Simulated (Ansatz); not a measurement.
## Computed frozen-phonon scan: Ti (hcp, Mg type)

Starting cell, Ti (hcp, Mg type):

```
CELL_PARAMETERS angstrom
      5.87254     0.00000     0.00000
     -1.46813     2.54288     0.00000
      2.93627     0.00000     4.63716
ATOMIC_POSITIONS crystal
  Ti 0.79167 0.66667 0.75000
  Ti 0.29167 0.66667 0.75000
  Ti 0.20833 0.33333 0.25000
  Ti 0.70833 0.33333 0.25000
```

The atoms are displaced by Q × the pattern below (from a DFPT mode at L = (0.5, 0.0, 0.5), largest move 1; Q in Å), at fixed cell. It is one choice among 2 degenerate patterns. (q is in reciprocal vectors of the primitive cell; the cell shown is doubled to hold the pattern.)

```csv
atom,x,y,z
Ti1,0.000,0.000,-0.950
Ti2,0.000,0.000,0.950
Ti3,-0.866,-0.500,0.000
Ti4,0.866,0.500,0.000
```

Method: r2SCAN (plane waves to 500 eV, PAW, scalar-relativistic; Ansatz, a first-principles code). k mesh 18×18×18 (Γ-centred), Fermi-Dirac smearing 0.05 eV. The energy includes the smearing's −TS. Compression counts positive. With partly filled bands, energies and forces of such displacements shift with the k mesh and the smearing. The PAW data are Ansatz's earlier set. Ti is run without spin polarisation. Ti was relaxed with its symmetry unable to fall. ΔE is measured from the undisplaced structure.

```
Q (Å)   ΔE (meV/cell)  −dE/dQ from forces (eV/Å)  P (GPa)
------  -------------  -------------------------  -------
-0.100            266                      5.088      1.5
-0.083            187                      4.358      1.1
-0.067            121                      3.562      0.7
-0.050             69                      2.716      0.4
-0.033             31                      1.834      0.2
-0.017              8                      0.926      0.1
0.000               0                      0.000      0.0
0.017               8                     -0.926      0.1
0.033              31                     -1.834      0.2
0.050              69                     -2.716      0.4
0.067             121                     -3.562      0.7
0.083             187                     -4.358      1.1
0.100             266                     -5.088      1.5
```

Summary:

```
Item                                                                                                                  Value
-----------------------------------------------------------  --------------------------------------------------------------
Energy at Q = 0.100 Å                                                                                          266 meV/cell
Space group of the distorted cell                                                      Imm2 (No. 44), lowered from P6_3/mmc
Symmetry of the curve                                                                         even: the same for both signs
Shape of the curve                                           a single well with its minimum at or next to zero displacement
Harmonic wavenumber from the curvature (finite differences)                                                        288 cm⁻¹
Wavenumber by perturbation theory (DFPT, on another k mesh)                                                        288 cm⁻¹
```

(A displaced cell: forces are minus the slopes of the energy, force constants its curvatures, and phonons follow from these.)
